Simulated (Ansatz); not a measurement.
K:
```xyz
1
Lattice="-2.2653 2.2663 3.1309 2.2653 -2.2663 3.1309 2.2653 2.2663 -3.1309" Properties=species:S:1:pos:R:3 pbc="T T T"
K      0.0000     0.0000     3.1309
```

Relaxed with LDA. Special points in fractions of this cell's reciprocal vectors: Γ (0.000, 0.000, 0.000); X (0.500, 0.500, -0.500); F2 (0.381, 0.619, -0.381); Σ0 (-0.381, 0.381, 0.381); Y0 (0.381, -0.381, 0.381); U0 (0.619, 0.381, -0.381); R (0.000, 0.500, 0.000); W (0.250, 0.250, 0.250); S (0.500, 0.000, 0.000); T (0.000, 0.000, 0.500).

Question: List the band energies nearest the Fermi level at these points for LDA in the plane-wave PAW code Ansatz.

Answer: In eV from the Fermi level; about four levels below and three above (degenerate sets whole), none deeper than 8.9 eV; points with the same levels are listed once.

| k | below | above |
|---|---|---|
| Γ | -2.38 | 4.16 4.17 4.25 |
| X | – | 0.89 1.67 2.19 |
| F2 | – | 1.22 1.69 1.78 |
| R | – | 0.26 0.65 3.91 |
| W | – | 1.41 1.77 1.77 |
| S | – | 0.26 0.65 3.92 |
| T | – | 0.81 1.49 2.27 |

Space group I4/mmm (body-centred tetragonal). The first step of the workflow began from a Materials Project structure, measured or hypothetical; the Crystallography Open Database copy checked does not list it. It is not the phase usual at ambient conditions (space group No. 229). The LDA relaxation kept the symmetry of its start; whether a distortion lowers the energy is not shown. Point labels and valley counts follow the cell and symmetry of the run, lower than the named group.

Potentials: the later of the program's two PAW sets.
